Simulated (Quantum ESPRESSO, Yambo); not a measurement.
## Quasiparticle gap of MoS2

```
MoS2
1.0
    1.57689     0.91042     5.99618
   -1.57689     0.91042     5.99618
    0.00000    -1.82084     5.99618
S Mo
2 1
Cartesian
  0.00000   0.00000   7.55644
  0.00000   0.00000   4.42868
  0.00000   0.00000  17.98415
```

Cell and atoms were relaxed with PBE+D3(BJ) from Materials Project entry mp-1434, within its symmetry.

Starting point: PBEsol (Quantum ESPRESSO, PseudoDojo norm-conserving, 80 Ry, without SOC). G0W0 in Yambo: 6×6×6 Γ-centred k mesh, bands 2 to 107 and a 8 Ry block in the screening, 107 bands in G with the Bruneval-Gonze terminator, plasmon pole fitted at 27.2 eV.

| Quantity | Result |
|---|---|
| PBEsol gap along the band path | 0.73 eV |
| PBEsol gap between the mesh's edge points (Z → (0, 0.167, -0.167)) | 0.75 eV |
| G0W0 gap between the same points | 1.14 eV |
| PBEsol smallest direct gap on the mesh (at (0.167, -0.5, -0.167)) | 1.77 eV |
| G0W0 direct gap at that point | 2.26 eV |

```
k point                band  E PBEsol (eV)  E QP (eV)  shift (eV)     Z
---------------------  ----  -------------  ---------  ----------  ----
Γ                        VB          -1.07      -1.64       -0.57  0.78
Γ                        CB           1.93       2.18        0.25  0.78
L                        VB          -1.60      -2.07       -0.47  0.78
L                        CB           1.57       2.11        0.53  0.77
(0, 0.167, -0.167)       VB          -1.59      -1.92       -0.33  0.78
(0, 0.167, -0.167)       CB           0.75       1.02        0.27  0.79
F                        VB          -1.40      -1.69       -0.29  0.79
F                        CB           1.51       2.05        0.54  0.77
(0.167, -0.5, -0.167)    VB          -0.81      -0.87       -0.05  0.78
(0.167, -0.5, -0.167)    CB           0.95       1.40        0.44  0.78
Z                        VB           0.00      -0.12       -0.12  0.78
Z                        CB           2.07       2.31        0.24  0.78
```

Energies count from the PBEsol valence-band maximum.

Convergence of the G0W0 settings was not tested.

Spin-orbit splittings are left out.
